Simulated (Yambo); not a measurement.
# Optical response of SiC

```
CELL_PARAMETERS angstrom
      3.07351     0.00000     0.00000
     -1.53676     2.66174     0.00000
      0.00000     0.00000     5.04525
ATOMIC_POSITIONS crystal
  C  0.33333 0.66667 0.87540
  C  0.66667 0.33333 0.37540
  Si 0.33333 0.66667 0.49960
  Si 0.66667 0.33333 0.99960
```

Yambo, RPA with local fields on PBE bands shifted by a G0W0 scissor of 0.88 eV; 15×15×8 mesh, 31 bands, 4 Ry local-field block, 0.2 eV broadening; field along x.

```
E (eV)  Im ε   Re ε  Im ε, independent particles
------  ----  -----  ---------------------------
0.0     0.00   6.06                         0.00
0.6     0.02   6.09                         0.02
1.2     0.04   6.18                         0.04
1.9     0.06   6.33                         0.07
2.5     0.09   6.56                         0.10
3.1     0.13   6.90                         0.14
3.8     0.19   7.38                         0.21
4.4     0.29   8.10                         0.33
5.0     0.51   9.26                         0.58
5.6     1.42   11.3                         1.60
6.2     4.10   13.4                         4.70
6.9     10.9   13.9                         13.1
7.5     14.9   8.48                         17.1
8.1     11.5   0.07                         12.2
8.8     11.1   1.09                         12.5
9.4     9.89  -0.42                         11.1
10.0    9.09  -2.66                         9.32
10.6    6.76  -2.98                         6.90
11.2    5.25  -3.80                         5.07
11.9    3.94  -2.80                         3.95
12.5    3.53  -2.51                         3.49
13.1    2.95  -2.24                         2.79
13.8    2.55  -2.34                         2.24
14.4    2.00  -2.00                         1.73
15.0    1.80  -1.84                         1.51
15.6    1.54  -1.64                         1.27
16.2    1.27  -1.48                         1.03
16.9    1.08  -1.26                         0.88
17.5    0.88  -1.17                         0.72
18.1    0.66  -1.00                         0.54
18.8    0.60  -0.81                         0.50
19.4    0.50  -0.66                         0.41
20.0    0.48  -0.57                         0.38
```

Structure narrower than a few tenths of an eV can come from the finite k mesh. Convergence of the RPA response with its 15×15×8 mesh was not tested. The scissor comes from a G0W0 run whose convergence isn't established. No excitonic effects at this level.

Geometry of the Materials Project entry, not relaxed at this level.
